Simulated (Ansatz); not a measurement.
What DFT gives for LuAg$_{4}$

```
CELL_PARAMETERS angstrom
0.00000 0.00000 4.18268
3.35452 -3.35452 2.09134
3.35452 3.35452 -2.09134
ATOMIC_POSITIONS crystal
Ag 0.40000 0.80000 0.60000
Ag 0.20000 0.40000 0.80000
Ag 0.60000 0.20000 0.40000
Ag 0.80000 0.60000 0.20000
Lu 0.00000 0.00000 0.00000
```

Method: r2SCAN, no spin polarisation; PAW, plane waves to 500 eV, 8×8×8 Γ-centred mesh, fermi-dirac occupations (width 0.1 eV) (Ansatz 0.2.0), atoms fixed.

Q: What do density and ELF say about some of the short contacts?

A: Ag–Lu at 2.98 Å: least valence density 0.18 e/Å³ and ELF 0.13 there. Ag–Ag at 2.98 Å: least valence density 0.19 e/Å³ and ELF 0.16 there. Both are smooth PAW fields, read partly inside the augmentation spheres.

Q: What is the formation energy?

A: -0.20 eV an atom against the elements' usual phases (free molecules for gases, crystals otherwise, with no correction for O₂ or N₂), so it is bound against them; other compounds may still compete. Relaxing would lower it.

Q: What happens at the Fermi level?

A: It is a metal, with about 1.5 states/eV a cell as the mean within 0.25 eV of the Fermi level.

Q: What does the stress say?

A: The pressure is -1.0 GPa (compression positive), so with the atoms held at these fractions the cell would first shrink.

Origin: a database entry at a rescaled volume.
